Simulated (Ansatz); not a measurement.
Input deck for Ansatz 0.2.0, then the block of the output on the nuclei.

The cell is an entry of the Crystallography Open Database (COD), its atoms then relaxed with PBE in this cell.

```yaml
crystal:
  lattice:
    - [7.614, 0.0, 0.0]
    - [-3.807, 6.5939174244, 0.0]
    - [0.0, 0.0, 2.9123]
  atoms:
    - { symbol: Si, position: [0.1739651089, 0.7678528854, 0.25] }
    - { symbol: Si, position: [0.4061122235, 0.1739651089, 0.75] }
    - { symbol: Si, position: [0.2321471146, 0.4061122235, 0.25] }
    - { symbol: Si, position: [0.8260348911, 0.2321471146, 0.75] }
    - { symbol: Si, position: [0.5938877765, 0.8260348911, 0.25] }
    - { symbol: Si, position: [0.7678528854, 0.5938877765, 0.75] }
    - { symbol: "N", position: [0.3333333333, 0.6666666667, 0.25] }
    - { symbol: "N", position: [0.6666666667, 0.3333333333, 0.75] }
    - { symbol: "N", position: [0.3297582753, 0.0299119762, 0.25] }
    - { symbol: "N", position: [0.2998462991, 0.3297582753, 0.75] }
    - { symbol: "N", position: [0.9700880238, 0.2998462991, 0.25] }
    - { symbol: "N", position: [0.6702417247, 0.9700880238, 0.75] }
    - { symbol: "N", position: [0.7001537009, 0.6702417247, 0.25] }
    - { symbol: "N", position: [0.0299119762, 0.7001537009, 0.75] }
kpoints:
  mp_grid: { grid: [4, 4, 9] }
scf:
  occupations: { method: fermi_dirac, width: 0.02 }
hamiltonian:
  xc: r2scan
  pseudopotentials: { kind: paw }
output:
  forces: true
  stress: true
  populations: true
  efg:
    quadrupole_moments_barn: { "N": 0.02044 }
    contact_densities: true
```

```sh
ansatz run input.yaml --threads 1 --pin off --max-ram 2560MiB --backend cpu --events-out ev --progress --plain --runs-dir out
```

Of the output, the block on the nuclei alone is shown; the set-up, the SCF iterations, energies, forces and stress are cut. One atom of each set with nearly equal values is shown.

```
--- PAW observables at the nuclei: V_zz in 10²¹ V/m², potentials from the cell's mean, atoms counted from 1 ---
  atom   1  Si V_zz =    +0.977997   η = 0.3972   by run symmetry: allowed
            electrostatic potential = -1359.079639 V   contact ρ = 12782.637948 e/Å³
  atom   7  N  V_zz =    -4.995842   η = 0.0000   by run symmetry: allowed   C_q = -2.4691 MHz
            electrostatic potential = -516.304294 V   contact ρ = 1408.255547 e/Å³
  atom   9  N  V_zz =    -4.970656   η = 0.0834   by run symmetry: allowed   C_q = -2.4567 MHz
            electrostatic potential = -515.880304 V   contact ρ = 1408.200688 e/Å³
```

The run took 11 s of wall time (11 s of CPU time) and 0.95 GiB at its peak, on 1 thread of AMD EPYC 9R45 (Zen 5) (x86_64; 90 cores open to the job, memory cap 2.5 GiB, no GPU), a shared host with a load of 0.5 a core.
